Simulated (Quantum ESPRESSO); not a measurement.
For atom 3 (Cl) of Mg$_{2}$ClF$_{3}$ in Amm2, the PAW reconstruction of the field gradient on a scalar-relativistic PBE ground state (a modified build of Quantum ESPRESSO, JTH datasets) gives this field-gradient tensor in Cartesian axes (atomic units, 1 a.u. = 9.7174×10²¹ V/m²):

```
 0.1429   0.7206   0.0000
 0.7206   0.1429   0.0000
 0.0000   0.0000  -0.2858
```

The cell was made here from a computed Materials Project entry: one of 4 F replaced by Cl, cell and atoms relaxed (PBE without dispersion, pw.x of Quantum ESPRESSO, symmetry kept). The parent is MgF2 in P4₂/mnm. The swapped cell is a model, not a known phase. Stability against distortions was not tested.  Cores are frozen. Against all-electron runs on small test molecules, this scheme's |Vzz| missed by −3 to −9 % on Cl, −6 to +4 % (−29 % in KF) on F. Mg had no test against all-electron runs.

Q: Find the principal values, η_Q, |C_Q|, ν_Q and P_Q for ³⁵Cl (I = 3/2, |Q| = 0.0817 barn), and the second-order MAS shift at 9.4 T.

A: Eigenvalues (principal values) by size: Vxx = -0.2858, Vyy = -0.5777, Vzz = 0.8635 a.u. (they sum to zero).
η_Q = (Vxx − Vyy)/Vzz = 0.34.
|C_Q| = 234.96 MHz × |Q|/barn × |Vzz|/a.u. = 234.96 × 0.0817 × 0.8635 = 16.6 MHz.
Quadrupole frequency ν_Q = 3C_Q/[2I(2I − 1)] = 8.29 MHz, and P_Q = C_Q(1 + η²/3)^½ = 16.9 MHz.
At 9.4 T the Larmor frequency is ν0 = 39.3 MHz, and the second-order shift of the central transition's centre of gravity under MAS is −(3/40)(P_Q/ν0)²[I(I + 1) − 3/4]/[I²(2I − 1)²] × 10⁶ = -4630 ppm.
